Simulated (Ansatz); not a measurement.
Level of theory: Ansatz 0.2.0, DFT PBE, scalar-relativistic, plane waves, PAW. Settings: cutoff 420 eV, Γ-centred meshes spaced at most about 0.3 Å⁻¹, and about 0.25 Å⁻¹ or finer for metals (2π included), Gaussian smearing. No spin polarisation in the final relaxations.

These are static total energies at zero pressure.

Compare these two cells of Sn₃P₄, each relaxed at this level.

A.

```
CELL_PARAMETERS angstrom
2.60528 -5.48541 0.00000
2.60528 5.48541 0.00000
0.00000 0.00000 6.71113
ATOMIC_POSITIONS crystal
Sn 0.18897 0.81103 0.00000
Sn 0.81103 0.18897 0.00000
Sn 0.50000 0.50000 0.50000
P 0.15125 0.84875 0.50000
P 0.84875 0.15125 0.50000
P 0.00000 0.00000 0.27398
P 0.00000 0.00000 0.72602
```

B.

```
CELL_PARAMETERS angstrom
6.39355 0.00000 0.00000
0.00000 6.39355 0.00000
0.00000 0.00000 3.86111
ATOMIC_POSITIONS crystal
Sn 0.50000 0.50000 0.00000
Sn 0.00000 0.50000 0.00000
Sn 0.50000 0.00000 0.00000
P 0.17781 0.17781 0.50000
P 0.82219 0.82219 0.50000
P 0.82219 0.17781 0.50000
P 0.17781 0.82219 0.50000
```

Question: Which would you expect to be lower, and how large is the difference?

Answer: B is lower, by 62 meV/atom. A has space group Cmmm (No. 65), 27.4 Å³/atom and no gap on its mesh; B has space group P4/mmm (No. 123), 22.5 Å³/atom and no gap. Counting P atoms around Sn (those within 1.25 times the shortest such distance or 1.15 times the sum of covalent radii, 1.27 where that leaves under three; a plus sign parts nearer from farther groups; the shortest distance is added where it exceeds 1.18 times the sum of covalent radii; a slash parts the counts of unlike sites), A has Sn 2+2/8 from 3.0 Å and B has Sn 8 from 3.0 Å/8 from 3.5 Å. A and B both hold P–P units of three or more atoms. The denser one is the lower, and pressure would at first widen the difference. Even the lower one lies +0.25 eV/atom against the reference forms of the elements (uncorrected), so neither is stable at this level. In A, around Sn on a site of symmetry m2m lie 2 P at 2.77 Å, 2 Sn at 2.93 Å and 2 P at 3.38 Å; Sn on a site of symmetry mmm has 8 P at 3.01–3.09 Å; P on a site of symmetry m2m is surrounded by 2 P at 2.25 Å, 2 Sn at 3.09 Å, 3 P at 3.32–3.39 Å and 2 Sn at 3.38 Å; 1 more site not described. In B, around Sn on a site of symmetry 4/mmm lie 4 Sn at 3.20 Å, 8 P at 3.49 Å and 2 Sn at 3.86 Å; Sn on a site of symmetry mmm is surrounded by 8 P at 3.04 Å and 2 Sn at 3.20 Å; P has 2 P at 2.27 Å, 4 Sn at 3.04 Å, 1 P at 3.22 Å and 2 Sn at 3.49 Å. Both come from invented guesses.

Cells relaxed within their symmetry can be saddle points.
